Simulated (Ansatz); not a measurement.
Ti$_{6}$Ge$_{2}$B in space group P-62m (No. 189; Ti on 3f, Ti on 3g, Ge on 2c, B on 1b), r²SCAN (plane waves, PAW; program Ansatz), all energies at zero smearing, with the estimated change up to a 700 eV cutoff added, with one set of potentials and settings (totals compare only within such a set). Cell of 9 atoms (6 Ti, 2 Ge, 1 B): -23794.784 eV.

```
element              reference phase  E (eV/atom)
-------  ---------------------------  -----------
Ti       P6/mmm, 3 atoms in the cell   -2504.3896
Ge        Fd-3m, 2 atoms in the cell   -4302.9041
B         R-3m, 12 atoms in the cell    -156.5544
```

Formation energy per atom, worked out: (-23794.784 − 6×(-2504.3896) − 2×(-4302.9041) − 1×(-156.5544))/9 = -0.676 eV/atom (-65 kJ per mol of atoms), at 0 K, without zero-point energy or fitted corrections.

The workflow started from a Materials Project entry (that database holds measured and hypothetical structures alike); the Crystallography Open Database copy checked does not list it. Whether it is the stable phase at ambient conditions was not checked. Symmetry was held in the r²SCAN relaxation; its stability against distortions is not shown here. No spin polarisation was allowed. The references are the lowest solids computed at this level, not always the standard phases.

Potentials: the later of the program's two PAW sets.
